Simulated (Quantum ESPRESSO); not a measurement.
**Band energies of NaTaO3**

```
NaTaO3
1.0
    5.47713     0.00000     0.00000
    0.00000     5.47713     0.00000
    0.00000     0.00000     3.95914
O Na Ta
6 2 2
Cartesian
  3.81548   1.07691   0.00000
  1.66165   4.40022   0.00000
  4.40022   3.81548   0.00000
  1.07691   1.66165   0.00000
  0.00000   0.00000   1.97957
  2.73856   2.73856   1.97957
  0.00000   2.73856   1.97957
  2.73856   0.00000   1.97957
  0.00000   0.00000   0.00000
  2.73856   2.73856   0.00000
```

PBEsol (pw.x of Quantum ESPRESSO, ONCV potentials, no spin-orbit coupling); path ΓXMΓZRAZ,XR,MA; energies in eV from the valence-band maximum.

```csv
k (1/Å),point,band 36,band 37,band 38,band 39,band 40,band 41,band 42,band 43
0.00,Γ,-0.97,-0.77,-0.61,-0.58,-0.58,2.33,2.33,2.65
0.29,,-1.30,-1.21,-0.97,-0.73,-0.48,2.79,2.84,3.44
0.57,X,-1.58,-1.32,-1.32,-0.58,-0.58,3.80,3.80,3.89
0.76,,-1.37,-1.19,-1.19,-0.80,-0.80,3.20,3.20,4.47
1.15,M,-1.55,-0.83,-0.83,-0.80,-0.80,2.47,2.47,4.83
1.55,,-1.42,-1.30,-0.84,-0.81,-0.64,2.40,3.79,3.90
1.96,Γ,-0.97,-0.77,-0.61,-0.58,-0.58,2.33,2.33,2.65
2.36,,-0.63,-0.63,-0.57,-0.55,-0.55,2.70,3.83,3.83
2.75,Z,-0.60,-0.60,-0.54,0.00,0.00,2.74,5.17,5.17
3.13,,-0.84,-0.76,-0.51,-0.32,-0.19,3.93,5.37,5.47
3.33,R,-0.74,-0.64,-0.64,-0.45,-0.45,4.79,4.79,5.68
3.52,,-1.04,-0.89,-0.89,-0.27,-0.27,4.85,4.85,5.47
3.90,A,-1.79,-1.54,-1.54,-0.07,-0.07,4.93,4.93,5.25
4.22,,-1.39,-0.87,-0.80,-0.40,-0.05,4.41,5.22,5.25
4.55,,-0.85,-0.78,-0.51,-0.08,-0.01,3.04,5.18,5.25
4.71,Z,-0.60,-0.60,-0.54,0.00,0.00,2.74,5.17,5.17
4.71,X,-1.58,-1.32,-1.32,-0.58,-0.58,3.80,3.80,3.89
5.03,,-1.02,-0.86,-0.86,-0.55,-0.55,4.27,4.27,4.44
5.34,,-0.77,-0.63,-0.63,-0.46,-0.46,4.77,4.77,5.45
5.50,R,-0.74,-0.64,-0.64,-0.45,-0.45,4.79,4.79,5.68
5.50,M,-1.55,-0.83,-0.83,-0.80,-0.80,2.47,2.47,4.83
5.77,,-1.32,-1.14,-1.14,-1.00,-1.00,3.24,3.24,4.87
6.03,,-1.68,-1.47,-1.47,-0.30,-0.30,4.59,4.59,4.91
6.30,A,-1.79,-1.54,-1.54,-0.07,-0.07,4.93,4.93,5.25
```

The PBEsol gap is indirect, 2.33 eV, from Z to Γ; the smallest direct gap is 2.74 eV.

Without spin-orbit coupling, band edges of such heavy elements can be off by tenths of an eV.

Geometry of the Materials Project entry, not relaxed at this level.

This is not the ordinary phase of the substance.
